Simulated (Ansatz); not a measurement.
## La6MgWO12: checking a database structure before trusting its electric field gradients

The cell is a Materials Project structure (computed, not necessarily an observed phase), atoms as given.

Space group R-3:H (No. 148); a = 10.1700, c = 10.9191 Å, γ = 120.00°.

| site | Wyckoff | site symmetry | x | y | z |
| --- | --- | --- | --- | --- | --- |
| La | 18f | 1 | 0.9588 | 0.7372 | 0.3099 |
| Mg | 3b | -3. | 0.0000 | 0.0000 | 0.5000 |
| W | 3a | -3. | 0.0000 | 0.0000 | 0.0000 |
| O9 | 18f | 1 | 0.8629 | 0.4957 | 0.4305 |
| O11 | 18f | 1 | 0.9710 | 0.8105 | 0.6113 |

One atom of each set is listed; the run and its k-mesh use a cell of 20 atoms with edges of 6.91, 6.91, 6.91 Å.

Method: Kohn–Sham DFT in Ansatz, PBE, plane waves and PAW, scalar-relativistic, collinear spin, 420 eV cutoff, Γ-centred 4×4×4 k-points, Fermi–Dirac smearing 0.02 eV. Start moments as typed (μB): 2 on each W, none on the rest.

**Question.** Do the atoms and the cell lie near the calculated equilibrium?

**Answer.** Not quite. The largest force is 0.59 eV/Å, on atom 13 (O: 1 W at 2.13 Å, 3 La at 2.41–2.54 Å), and the pressure is -1.2 GPa. Relaxing the atoms is still advisable, since electric field gradients respond to shifts of a few hundredths of an ångström.
